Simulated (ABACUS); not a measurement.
Set-up for a self-consistent single point of ZnS (F-43m, 8 atoms in the cell; from Materials Project mp-10695, changed as shown).

```yaml
crystal:
  lattice:
    - [5.27962, 0.00000, 0.00000]
    - [0.00000, 5.27962, 0.00000]
    - [0.00000, 0.00000, 5.27962]
  atoms:
    - { symbol: Zn, position: [0.00000, 0.00000, 0.00000] }
    - { symbol: Zn, position: [0.00000, 0.50000, 0.50000] }
    - { symbol: Zn, position: [0.50000, 0.00000, 0.50000] }
    - { symbol: Zn, position: [0.50000, 0.50000, 0.00000] }
    - { symbol: S, position: [0.25000, 0.25000, 0.75000] }
    - { symbol: S, position: [0.25000, 0.75000, 0.25000] }
    - { symbol: S, position: [0.75000, 0.25000, 0.25000] }
    - { symbol: S, position: [0.75000, 0.75000, 0.75000] }
```

Level of theory: ABACUS with PBE, numerical atomic orbitals TZDP (confined pseudo-atomic orbitals with Gaussian additions; energy shift 0.01 Ry), PseudoDojo 0.5 standard norm-conserving PBE (tails mended) pseudopotentials.

ABACUS settings:

```
setting                                                               value
---------------  ----------------------------------------------------------
basis                  TZDP numerical atomic orbitals, energy shift 0.01 Ry
KPT                                                       Gamma 6 6 6 0 0 0
basis_type                                                             lcao
dft_functional                                                          PBE
ecutwfc                                                              100 Ry
smearing_method                                                       fixed
potentials       PseudoDojo 0.5 standard norm-conserving PBE (tails mended)
symmetry                                                                  1
ks_solver                                                     scalapack_gvx
scf_nmax                                                                100
scf_thr                                                             1.0e-07
mixing_type                                                         broyden
mixing_beta                                                             0.7
```

Results:

Number of valence electrons: 104
Number of bands: 63
Number of k-points after the program's reduction: 20
Size of the basis: 244
Number of SCF iterations: 9
Free energy E − TS: -23956.0900 eV
Top of the valence band (on the code's own zero): 8.40 eV
Gap on the k-point mesh: 2.67 eV
Pressure: 8.42 GPa

Stress (GPa, positive for compression):
```
8.42  0.00  0.00
0.00  8.42  0.00
0.00  0.00  8.42
```

Gaps are taken between levels on the mesh.

For comparison: a first run was changed to give this one (lattice scaled by 0.98), and from it to this one the free energy rises by 38.9 meV/atom, the pressure goes from 2.66 to 8.42 GPa and the gap on the mesh goes from 2.363 to 2.669 eV.

The atom-centred basis is finite, which shifts total energies, pressures and gaps against plane waves. The structure comes from a collection of computed structures, made at another level of theory; the collection holds predicted forms beside known ones.

Cost on one core: around 29 core-seconds (rough).

The atomic orbitals were generated for these runs; they are not ABACUS's published sets and were checked against plane waves on a few crystals only.

“Tails mended”: in these copies of the files the far tail of each local potential was reset to the Coulomb form.
